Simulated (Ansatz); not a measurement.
Al2Au:
```xyz
3
Lattice="0.0000 3.0300 3.0300 3.0300 0.0000 3.0300 3.0300 3.0300 0.0000" Properties=species:S:1:pos:R:3 pbc="T T T"
Al     1.5150     1.5150     1.5150
Al     4.5450     4.5450     4.5450
Au     0.0000     0.0000     0.0000
```

Relaxed with PBE. Special points in fractions of this cell's reciprocal vectors: Γ (0.000, 0.000, 0.000); X (0.500, 0.000, 0.500); U (0.625, 0.250, 0.625); K (0.375, 0.375, 0.750); L (0.500, 0.500, 0.500); W (0.500, 0.250, 0.750).

**Question.** List the band energies nearest the Fermi level at these points for plane-wave PAW PBE with spin–orbit coupling (Ansatz code).

**Answer.** In eV from the Fermi level; about four levels below and three above (degenerate sets whole), none deeper than 8.9 eV; points with the same levels are listed once.

```
k                    below                above
-  -----------------------  -------------------
Γ  -5.26 -5.26 -5.26 -5.26  1.89 1.89 2.00 2.00
X  -2.30 -2.30 -1.90 -1.90  1.12 1.12 2.07 2.07
U  -3.32 -3.32 -1.37 -1.37  1.74 1.74 4.27 4.27
L  -4.96 -4.96 -4.89 -4.89  0.00 0.00 0.58 0.58
W  -3.85 -3.85 -2.15 -2.15  3.94 3.94 4.02 4.02
```

Space group Fm-3m (fluorite or antifluorite type). Symmetry was held in the PBE relaxation.

Potentials: the earlier of the program's two PAW sets.
